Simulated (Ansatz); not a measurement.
## Kick test of a cell of LiSc3

The cell was found from a structure generator's guess, not taken from experiment.

The calculation used Ansatz 0.2.0, DFT PBE, scalar-relativistic, plane waves, PAW. Plane waves to 420 eV, a k mesh through Γ of 12×12×4 on the computed 4-atom cell and Gaussian smearing (0.10 eV); no spin polarisation.

The cell below (4 atoms, space group P-6m2 (No. 187)) is relaxed within its symmetry.

```yaml
crystal:
  lattice:
    - [3.27981, 0.00000, 0.00000]
    - [-1.63990, 2.84040, 0.00000]
    - [0.00000, 0.00000, 10.30173]
  atoms:
    - { symbol: Li, position: [0.00000, 0.00000, 0.50000] }
    - { symbol: Sc, position: [0.00000, 0.00000, 0.00000] }
    - { symbol: Sc, position: [0.66667, 0.33333, 0.75196] }
    - { symbol: Sc, position: [0.66667, 0.33333, 0.24804] }
```

For the test a repeat of it with 8 atoms (edges 3.28, 5.68, 10.30 Å) was strained at random (σ = 1.5 % a component), the atoms were moved at random (σ = 0.10 Å), and all was relaxed again on a coarse 6×4×2 mesh (in the run’s order of axes) with 0.20 eV smearing, with no symmetry imposed.

Question: What happens?

Answer: It returns, within 1 meV/atom of the unmoved cell on that mesh and with the same symmetry when read at 0.1 Å (Pmc2_1 at 0.01 Å, so small strains and shifts remain). So it is stable against the distortions that fit this cell and that this random move excites. Modes that don't fit the cell aren't tested.
